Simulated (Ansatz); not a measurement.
# Computed properties of MnO2

MnO2:
```
CELL_PARAMETERS angstrom
      0.00000     4.01626     4.01626
      4.01626     0.00000     4.01626
      4.01626     4.01626     0.00000
ATOMIC_POSITIONS crystal
  Mn 0.12500 0.62500 0.12500
  Mn 0.12500 0.12500 0.12500
  Mn 0.62500 0.12500 0.12500
  Mn 0.12500 0.12500 0.62500
  O  0.33269 0.88910 0.88910
  O  0.36090 0.36090 0.91731
  O  0.88910 0.33269 0.88910
  O  0.36090 0.36090 0.36090
  O  0.88910 0.88910 0.88910
  O  0.36090 0.91731 0.36090
  O  0.88910 0.88910 0.33269
  O  0.91731 0.36090 0.36090
```
The run is spin-polarised; directions of the spins, atom by atom: ↑ ↑ ↑ ↑ 0 0 0 0 0 0 0 0.

Space group Fd-3m (No. 227); conventional cell a = b = c = 8.0325 Å, α = β = γ = 90.00°.

Method: plane-wave PAW r²SCAN (Ansatz code). Geometry: relaxed at this level of theory. Other levels are named where they apply.

**Cell and energy**

```json
{
 "volume_per_atom": "10.80 Å³",
 "density": "4.46 g/cm³",
 "Formation energy from the elements (no fitted shifts)": "-1.90 eV/atom"
}
```

**Electronic structure**

```json
{
  "band_gap": "1.45 eV (indirect)",
  "valence_band_maximum": "on the K–Γ line, 8 % of the way from K",
  "conduction_band_minimum": "at Γ",
  "smallest_direct_gap_on_the_standard_path": "1.74 eV",
  "Electron effective mass, band 1 of 2 at the edge": "1.0 along [100], 0.96 along [110], 0.90 along [111] (mₑ)",
  "Electron effective mass, band 2 of 2 at the edge": "0.79 along [100], 0.84 along [110], 0.90 along [111] (mₑ)",
  "hole_effective_mass": "1.5, 2.4, 3.4 mₑ (principal values)"
}
```

**Magnetism**

```json
{
 "magnetic_order": "ferromagnetic",
 "net_moment": "1.00 μB per atom"
}
```

**Mechanics**

```json
{
 "Bulk modulus (Birch–Murnaghan fit)": "119 GPa",
 "Pressure derivative B′": "3.5",
 "Elastic constants (relaxed ions, GPa)": "C11 = 193, C12 = 81.5, C44 = 98.3",
 "mechanical_stability": "stable (all eigenvalues of C positive)",
 "hill_bulk_and_shear_moduli": "119 and 78.2 GPa",
 "Young's modulus": "192 GPa",
 "Poisson's ratio": "0.23",
 "debye_temperature_from_the_elastic_constants": "625 K"
}
```

**Charges**

```json
{
 "bader_charges": "Mn +1.96, O -0.98 e"
}
```

The first step of the workflow began from a Materials Project structure, measured or hypothetical; the Crystallography Open Database copy checked does not list it. It is not the phase usual at ambient conditions (space group No. 136). The cell was relaxed with r²SCAN under the symmetry of its start; whether a distortion lowers the energy is not shown. Spin order of the final state: ferromagnetic, chosen from 2 collinear starts compared on coarse meshes (ties went to the first, and starts can fall back to one state), not a proven ground state. Other orbital occupations within this spin state were not tried. No Hubbard U is applied. The references are the lowest solids computed at this level, not always the standard phases (solids in place of the gases). The manganese reference at this level is a Cmcm phase, not α-Mn.

Potentials: the later of the program's two PAW sets.
